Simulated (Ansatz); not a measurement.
InGaN₂:
```
InGaN2
1.0
    3.35931     0.00000     0.00000
   -1.67965     2.90925     0.00000
    0.00000     0.00000     5.50462
In Ga N
1 1 2
Direct
  0.00000   0.00000   0.99763
  0.66667   0.33333   0.49549
  0.66667   0.33333   0.14619
  0.00000   0.00000   0.60230
```

Relaxed with r²SCAN. Special points in fractions of this cell's reciprocal vectors: Γ (0.000, 0.000, 0.000); M (0.500, 0.000, 0.000); K (0.333, 0.333, 0.000); A (0.000, 0.000, 0.500); L (0.500, 0.000, 0.500); H (0.333, 0.333, 0.500).

Problem. List the band energies nearest the valence-band maximum at these points for r²SCAN in the plane-wave PAW code Ansatz.

Solution. In eV from the valence-band maximum; about four levels below and three above (degenerate sets whole), none deeper than 8.9 eV; points with the same levels are listed once.

```csv
k,below,above
Γ,-1.24 -1.24 -0.31 0.00 0.00,0.67 3.81 8.13
M,-3.96 -2.75 -2.16 -0.92,4.49 5.44 5.53
K,-4.62 -2.95 -2.74 -2.43,5.04 6.84 6.88
A,-0.99 -0.99 -0.27 -0.27,3.00 3.62 7.19
L,-2.25 -2.23 -1.66 -1.53,3.76 4.26 6.90
H,-4.13 -3.55 -1.85 -1.28,5.89 5.96 6.33
```

Space group P3m1. The workflow started from a Materials Project entry (that database holds measured and hypothetical structures alike); the Crystallography Open Database copy checked does not list it. Its standing as an ambient phase is unchecked. Symmetry was held in the r²SCAN relaxation; of distortions, only those at the zone centre were tested. Spin–orbit coupling is left out wherever it is not named.

Potentials: the later of the program's two PAW sets.
